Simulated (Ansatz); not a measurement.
CaFe2As2 (I4/mmm): electronic heat capacity and spin susceptibility from the density of states

The calculation used Ansatz 0.2.0, DFT PBEsol, scalar-relativistic, plane waves, PAW.

Settings: cutoff 420 eV, Γ-centred mesh 10×10×10 on the computed 5-atom cell, Gaussian smearing of 0.10 eV; no spin polarisation.

Relaxed cell: I4/mmm, a = 3.931 Å, b = 3.931 Å, c = 10.190 Å, α = 90.00°, β = 90.00°, γ = 90.00°, 5 atoms in the primitive cell. Whether it is the stable form of this composition wasn't checked.

The density of states at the Fermi level is 2.179 states/eV in the cell of 5 atoms (1 formula unit; both spins, tetrahedra on a 15×15×15 mesh). Averaged over bins of 0.1 eV the density runs from 2.1 to 3.1 states/eV within 0.2 eV of the Fermi level, so the figure hangs on the exact place of that level.

Task: What Sommerfeld coefficient and Pauli susceptibility does this give?

Result: Per formula unit N(E_F) = 2.179 states/eV. γ = (π²/3) k_B² N(E_F) N_A = 2.357 mJ/(mol K²) per state/eV, so γ = 5.1 mJ/(mol K²), a mole of formula units. χ_P = μ_B² N(E_F) N_A = 3.23×10⁻⁵ emu/mol per state/eV gives 7.0×10⁻⁵ emu/mol. This is the bare band result: a measured γ of the same phase is as a rule larger by a factor 1 + λ from phonons and spin fluctuations, the spin part of χ is larger by the Stoner factor, and a measured χ also holds orbital and core terms. N(E_F) at one energy is sensitive to the mesh where the density of states has sharp peaks.

A ferromagnetic start lost its moments in a first run, so spin was left out; other magnetic orders weren't tried.